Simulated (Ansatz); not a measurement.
NaCl:
```cif
data_Cl4Na4
_chemical_formula_sum 'Na4 Cl4'
_space_group_name_H-M_alt 'Fm-3m'
_space_group_IT_number 225
_space_group_name_Hall '-F 4 2 3'
_cell_length_a 5.60193
_cell_length_b 5.60193
_cell_length_c 5.60193
_cell_angle_alpha 90.000
_cell_angle_beta 90.000
_cell_angle_gamma 90.000
loop_
_atom_site_label
_atom_site_type_symbol
_atom_site_symmetry_multiplicity
_atom_site_Wyckoff_symbol
_atom_site_fract_x
_atom_site_fract_y
_atom_site_fract_z
_atom_site_occupancy
Na1 Na 4 a 0.00000 0.00000 0.00000 1
Cl1 Cl 4 b 0.50000 0.50000 0.50000 1
```
(The calculation used a cell of 2 atoms; values per cell refer to that cell.)

Relaxed with PBEsol.

Task: Which orbitals make up the states near the band edges in the program Ansatz at the PBEsol level (PAW)?

Result: Top 1 eV of the valence band: Cl 3p 99 %. Bottom 1 eV of the conduction band: Na 3s 70 %, Cl 3s 21 %, Cl 3p 7 %. Projections are on Löwdin-orthogonalised atomic valence shells; empty p or d shells of many metals are not among them.

Task: Tabulate the density of states.

Result: States/eV per cell of 2 atoms, in 0.25 eV bins, energy from the valence-band maximum.

```
E (eV)  total  Cl 3p  Na 3s  Cl 3s
------  -----  -----  -----  -----
-7.85    0.00   0.00   0.00   0.00
-7.60    0.00   0.00   0.00   0.00
-7.35    0.00   0.00   0.00   0.00
-7.10    0.00   0.00   0.00   0.00
-6.85    0.00   0.00   0.00   0.00
-6.60    0.00   0.00   0.00   0.00
-6.35    0.00   0.00   0.00   0.00
-6.10    0.00   0.00   0.00   0.00
-5.85    0.00   0.00   0.00   0.00
-5.60    0.00   0.00   0.00   0.00
-5.35    0.00   0.00   0.00   0.00
-5.10    0.00   0.00   0.00   0.00
-4.85    0.00   0.00   0.00   0.00
-4.60    0.00   0.00   0.00   0.00
-4.35    0.00   0.00   0.00   0.00
-4.10    0.00   0.00   0.00   0.00
-3.85    0.00   0.00   0.00   0.00
-3.60    0.00   0.00   0.00   0.00
-3.35    0.00   0.00   0.00   0.00
-3.10    0.00   0.00   0.00   0.00
-2.85    0.00   0.00   0.00   0.00
-2.60    0.00   0.00   0.00   0.00
-2.35    0.00   0.00   0.00   0.00
-2.10    0.04   0.04   0.01   0.00
-1.85    1.12   0.96   0.15   0.00
-1.60    4.45   4.02   0.37   0.02
-1.35    1.42   1.27   0.12   0.02
-1.10    1.85   1.75   0.06   0.01
-0.85    2.40   2.34   0.03   0.01
-0.60    5.00   4.92   0.03   0.00
-0.35    5.89   5.84   0.01   0.00
-0.10    1.83   1.82   0.00   0.00
0.15     0.00   0.00   0.00   0.00
0.40     0.00   0.00   0.00   0.00
0.65     0.00   0.00   0.00   0.00
0.90     0.00   0.00   0.00   0.00
1.15     0.00   0.00   0.00   0.00
1.40     0.00   0.00   0.00   0.00
1.65     0.00   0.00   0.00   0.00
1.90     0.00   0.00   0.00   0.00
2.15     0.00   0.00   0.00   0.00
2.40     0.00   0.00   0.00   0.00
2.65     0.00   0.00   0.00   0.00
2.90     0.00   0.00   0.00   0.00
3.15     0.00   0.00   0.00   0.00
3.40     0.00   0.00   0.00   0.00
3.65     0.00   0.00   0.00   0.00
3.90     0.00   0.00   0.00   0.00
4.15     0.00   0.00   0.00   0.00
4.40     0.00   0.00   0.00   0.00
4.65     0.00   0.00   0.00   0.00
4.90     0.00   0.00   0.00   0.00
5.15     0.02   0.00   0.01   0.00
5.40     0.05   0.00   0.04   0.01
5.65     0.08   0.01   0.06   0.02
5.90     0.11   0.01   0.07   0.02
6.15     0.14   0.01   0.10   0.02
6.40     0.18   0.02   0.13   0.03
6.65     0.24   0.03   0.17   0.03
6.90     0.34   0.04   0.23   0.04
7.15     0.63   0.05   0.32   0.04
7.40     0.76   0.06   0.36   0.04
7.65     1.15   0.07   0.64   0.04
7.90     1.42   0.07   0.69   0.03
8.15     1.52   0.05   0.52   0.02
8.40     1.41   0.03   0.37   0.01
8.65     1.11   0.03   0.31   0.00
8.90     0.93   0.02   0.23   0.00
9.15     1.51   0.05   0.42   0.00
9.40     1.51   0.05   0.39   0.01
9.65     1.92   0.06   0.30   0.01
9.90     2.39   0.07   0.34   0.01
```

The cell was relaxed with PBEsol under the symmetry of its start; phonons on a q-mesh show no instability.

Potentials: the earlier of the program's two PAW sets.
